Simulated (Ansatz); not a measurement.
Here is the system:

MgS:
```
MgS
1.0
    0.00000     2.61476     2.61476
    2.61476     0.00000     2.61476
    2.61476     2.61476     0.00000
Mg S
1 1
Direct
  0.00000   0.00000   0.00000
  0.50000   0.50000   0.50000
```

This is the PBE-relaxed structure.

Task: All from plane-wave PAW PBE (Ansatz code), unless another level is named. Estimate the hole effective mass, band 3 of 3 at the edge.

Result: 0.25 along [100], 0.20 along [110], 0.19 along [111] (mₑ).

Task: Give the band gap.

Result: 2.76 eV (indirect).

Task: And the formation energy from the elements (no fitted shifts)?

Result: -1.44 eV/atom.

Space group Fm-3m (rock salt). Symmetry was held in the PBE relaxation. The references are the lowest solids computed at this level, not always the standard phases.

Potentials: the earlier of the program's two PAW sets.
